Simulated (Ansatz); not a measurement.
**Al (Fm-3m): energy against volume by PBE and RPA**

```
Al
1.0
     0.00000    2.02500    2.02500
     2.02500    0.00000    2.02500
     2.02500    2.02500    0.00000
Al
1
Direct
  0.00000 0.00000 0.00000
```

RPA total energy on PBE orbitals, hand-made PAW set (Ansatz); 8×8×8 mesh, wave cutoff 900 eV, correlation extrapolated to infinite response cutoff from cutoffs up to 280 eV, 11 electrons, all correlated, long-wavelength term: mesh fit. Smearing 0.1 eV.

Energies and volumes of the whole cell, energies counted from the given cell:

| V/V_given | V (Å³) | PBE (meV) | Hartree-Fock expression on these orbitals (meV) | RPA (meV) |
| --- | --- | --- | --- | --- |
| 0.92 | 15.28 | 27 | 69 | 22 |
| 0.96 | 15.94 | 5 | 24 | 2 |
| 1.00 | 16.61 | 0 | 0 | 0 |
| 1.04 | 17.27 | 8 | -7 | 12 |
| 1.08 | 17.94 | 27 | -1 | 33 |

Fit third-order Birch-Murnaghan curves. Where are the minima?

PBE: V0 = 16.51 Å³ an atom (lattice constants -0.2 % against the given cell), B0 = 81 GPa; Hartree-Fock expression on these orbitals: V0 = 17.27 Å³ an atom (lattice constants +1.3 % against the given cell), B0 = 86 GPa; RPA: V0 = 16.35 Å³ an atom (lattice constants -0.5 % against the given cell), B0 = 88 GPa.

This ran on a trial build of the method. The mesh is coarse, so these are values at the stated settings, not converged ones.
